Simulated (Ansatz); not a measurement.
PbS:
```yaml
crystal:
  lattice:
    - [4.12074, 0.00000, 0.00000]
    - [0.00000, 4.12326, 0.00000]
    - [0.00000, 0.00000, 32.00000]
  atoms:
    - { symbol: Pb, position: [0.00000, 0.00000, 0.45603] }
    - { symbol: S, position: [0.00000, 0.00000, 0.53865] }
    - { symbol: Pb, position: [0.50000, 0.50000, 0.54397] }
    - { symbol: S, position: [0.50000, 0.50000, 0.46135] }
```
The layer is periodic in x and y and isolated along z.

Relaxed with LDA.

Tabulate the total density of states from LDA (plane waves, PAW; program Ansatz).

States/eV per cell of 4 atoms, means over 0.25 eV bins, energy of the bin centre from the valence-band maximum.

```tsv
E (eV)	total
-7.85	2.86
-7.60	2.30
-7.35	2.74
-7.10	1.44
-6.85	0.72
-6.60	0.56
-6.35	0.45
-6.10	0.38
-5.85	0.31
-5.60	0.12
-5.35	0.00
-5.10	0.00
-4.85	0.01
-4.60	0.65
-4.35	0.81
-4.10	0.88
-3.85	0.90
-3.60	1.57
-3.35	1.98
-3.10	3.22
-2.85	4.13
-2.60	3.15
-2.35	2.87
-2.10	3.24
-1.85	4.55
-1.60	5.42
-1.35	3.45
-1.10	1.45
-0.85	1.81
-0.60	4.10
-0.35	3.52
-0.10	0.28
0.15	0.00
0.40	0.00
0.65	0.00
0.90	0.00
1.15	0.00
1.40	0.01
1.65	1.06
1.90	4.10
2.15	1.86
2.40	1.79
2.65	1.82
2.90	3.53
3.15	2.98
3.40	3.16
3.65	3.42
3.90	3.95
4.15	3.39
4.40	3.40
```

Space group P4/nmm (square). The layer was cut from a bulk entry of the Materials Project (measured or hypothetical); whether that bulk phase is the ambient one, and whether the layer has been isolated, was not checked. Symmetry was held in the LDA relaxation; its stability against distortions is not shown here. Scalar-relativistic: spin–orbit coupling is off unless named, which matters more the heavier the elements.

Potentials: the later of the program's two PAW sets.
